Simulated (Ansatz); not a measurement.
SrNbO3 (cubic perovskite, Pm-3m), DFT-PBEsol in the program Ansatz with PAW potentials, all energies at zero smearing, with the estimated change up to a 700 eV cutoff added, with one set of potentials and settings (totals compare only within such a set). Cell of 5 atoms (1 Sr, 1 Nb, 3 O): -9677.168 eV.

| element | reference phase | E (eV/atom) |
|---|---|---|
| Sr | Fm-3m, 1 atoms in the cell | -3492.2134 |
| Nb | Im-3m, 1 atoms in the cell | -4495.4542 |
| O | C2/m, 4 atoms in the cell, spin-polarised | -558.3554 |

Formation energy per atom, worked out: (-9677.168 − 1×(-3492.2134) − 1×(-4495.4542) − 3×(-558.3554))/5 = -2.887 eV/atom (-279 kJ per mol of atoms), at 0 K, without zero-point energy or fitted corrections.

The workflow started from a Materials Project entry (that database holds measured and hypothetical structures alike); the Crystallography Open Database copy checked does not list it. COD files the formula under space group No. 62. Its standing as an ambient phase is unchecked. The cell was relaxed with PBEsol under the symmetry of its start; whether a distortion lowers the energy is not shown. The run is not spin-polarised. The references are the lowest solids computed at this level, not always the standard phases (solids in place of the gases).

Potentials: the later of the program's two PAW sets.
